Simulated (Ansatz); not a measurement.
Tl₂S:
Space group P6₃/mmc (No. 194); a = b = 5.281 Å, c = 6.752 Å, α = β = 90.00°, γ = 120.00°

| atom | site | symmetry | x | y | z |
|---|---|---|---|---|---|
| S | 2c | -6m2 | 0.3333 | 0.6667 | 0.2500 |
| Tl | 2a | -3m. | 0.0000 | 0.0000 | 0.0000 |
| Tl | 2d | -6m2 | 0.6667 | 0.3333 | 0.2500 |

Relaxed with r²SCAN+D4.

Q: Tabulate the valence density and the electron localisation function along the shortest S–Tl contact (3.05 Å), DFT-r²SCAN+D4 in the program Ansatz with PAW potentials.

A: 

| distance from S (Å) | density (e/Å³) | ELF |
|---|---|---|
| 0.30 | 0.64 | 0.17 |
| 0.46 | 1.01 | 0.54 |
| 0.61 | 1.10 | 0.78 |
| 0.76 | 0.92 | 0.85 |
| 0.91 | 0.65 | 0.84 |
| 1.07 | 0.43 | 0.77 |
| 1.22 | 0.29 | 0.59 |
| 1.37 | 0.21 | 0.34 |
| 1.52 | 0.18 | 0.18 |
| 1.68 | 0.20 | 0.17 |
| 1.83 | 0.30 | 0.24 |
| 1.98 | 0.51 | 0.33 |
| 2.13 | 0.94 | 0.40 |
| 2.29 | 1.71 | 0.38 |
| 2.44 | 2.93 | 0.24 |
| 2.59 | 4.54 | 0.08 |
| 2.74 | 6.45 | 0.01 |

The density is the valence pseudo-density with augmentation charge, so density and ELF within about 1 Å of a nucleus are not all-electron values.

Space group P6_3/mmc. The workflow started from an entry of the Crystallography Open Database (COD), which files this formula under 2 space groups. Whether it is the stable phase at ambient conditions was not checked. The r²SCAN+D4 relaxation kept the symmetry of its start; its stability against distortions is not shown here. The volume moved by -39 % from the start of the relaxation. The volume fell by over 15 % from the filed cell, which may lack light atoms or belong to other conditions. Scalar-relativistic: spin–orbit coupling is off unless named, which matters more the heavier the elements.

Potentials: the later of the program's two PAW sets.
